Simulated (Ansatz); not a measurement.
PtW (L1₀ or tetragonal B2, P4/mmm), DFT-PBE in the program Ansatz with PAW potentials, all energies at zero smearing, with the estimated change up to a 700 eV cutoff added, with one set of potentials and settings (totals compare only within such a set). Cell of 2 atoms (1 Pt, 1 W): -22910.971 eV.

```tsv
element	reference phase	E (eV/atom)
Pt	Fm-3m, 1 atoms in the cell	-12524.7059
W	Im-3m, 1 atoms in the cell	-10385.9177
```

Formation energy per atom, worked out: (-22910.971 − 1×(-12524.7059) − 1×(-10385.9177))/2 = -0.174 eV/atom (-17 kJ per mol of atoms), at 0 K, without zero-point energy or fitted corrections.

The start of the workflow was typed in or built on a structure type; neither database checked (COD, Materials Project) lists it. Whether it is the stable phase at ambient conditions was not checked. Symmetry was held in the PBE relaxation; whether a distortion lowers the energy is not shown. The run is not spin-polarised. The references are the lowest solids computed at this level, not always the standard phases. Spin–orbit coupling is left out wherever it is not named.

Potentials: the earlier of the program's two PAW sets.
